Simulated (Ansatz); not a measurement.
**SiO2: a film clamped to a substrate**

Method: DFT r2SCAN, scalar-relativistic, plane waves, PAW in Ansatz 0.2.0. The runs took a 500 eV cutoff, a Γ-centred 6×6×6 mesh and Gaussian smearing (0.05 eV). No spin polarisation. Energies are free energies at this smearing, counted from the undisturbed cell; pressure is positive in compression.

Reference structure (relaxed at this level; this form isn't the usual structure):

```xyz
6
Lattice="-2.4732 2.4732 3.6564 2.4732 -2.4732 3.6564 2.4732 2.4732 -3.6564" Properties=species:S:1:pos:R:3 pbc="T T T"
Si    0.0000    0.0000    0.0000
Si    0.0000    2.4732    1.8282
O     1.2366    2.9588    2.7423
O     0.4856    1.2366    0.9141
O    -1.2366    1.9877    2.7423
O    -0.4856    3.7099    0.9141
```

The cell (6 atoms, V0 = 89.46 Å³) is strained by p along both x and y and by q along z, fractional coordinates fixed. τp = (1/V0) ∂E/∂p = (σxx + σyy)(1 + p)(1 + q) and τq = (1/V0) ∂E/∂q = σzz(1 + p)², with tension positive.

| p | q | ΔE (meV/atom) | τp (GPa) | τq (GPa) |
| --- | --- | --- | --- | --- |
| 0.000 | 0.000 | 0.00 | 0.01 | 0.00 |
| -0.025 | 0.000 | 21.95 | -19.33 | -8.13 |
| 0.025 | 0.000 | 20.02 | 16.79 | 6.85 |
| 0.000 | -0.025 | 6.04 | -7.79 | -5.22 |
| 0.000 | 0.025 | 5.88 | 7.15 | 5.03 |

Task: Get the second derivatives of the energy density.

Result: Central differences give A = ∂τp/∂p = 722 GPa (C11 + C22 + 2 C12), C = ∂τq/∂q = 205 GPa (C33) and the cross term B = ∂τq/∂p = 300 GPa (C13 + C23); ∂τp/∂q = 299 GPa must equal B, and any difference shows higher-order terms. The ions are clamped.

Task: A film of this crystal grows with z along the normal on a substrate that imposes p. How does its thickness respond, and what does the misfit cost?

Result: Count p and q from the stress-free cell. A free surface needs τq = 0, so q = −(B/C) p = -1.46 p. The energy density left is (A − B²/C) p²/2 = M p², with the biaxial modulus M = 142 GPa; a misfit of 1 % costs 1.32 meV/atom, against 3.36 meV/atom if the thickness were held.

Forces appear on the atoms along this scan, and letting them relax would lower the energy and soften the response.